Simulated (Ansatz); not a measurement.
Relaxed HfN (rock salt):

```
HfN
1.0
    0.00000     2.27394     2.27394
    2.27394     0.00000     2.27394
    2.27394     2.27394     0.00000
N Hf
1 1
Direct
  0.00000   0.00000   0.00000
  0.50000   0.50000   0.50000
```

Level of theory: PBE (plane waves to 420 eV, PAW, scalar-relativistic; Ansatz, a quantum-chemistry and plane-wave program). k mesh 14×14×14 (Γ-centred), Fermi-Dirac smearing 0.05 eV. With partly filled bands, energies and forces of such displacements shift with the k mesh and the smearing. HfN is run without spin polarisation. HfN was relaxed with its symmetry unable to fall. Spin-orbit coupling is left out, though Hf is heavy.

One atom of the cell was then moved (with its periodic images), all else fixed, and the forces (eV/Å) came out as:

```tsv
atom	Fx	Fy	Fz
N1	2.093	0.000	0.000
Hf2	-2.093	0.000	0.000
```

With two atoms only their relative shift counts; take N1 as fixed.

Q: Which atom was moved, and by which vector (Å)?

A: Hf2, by (0.18, 0.00, 0.00), 0.18 Å in all.

(A displaced cell: forces are minus the slopes of the energy, force constants its curvatures, and phonons follow from these.)
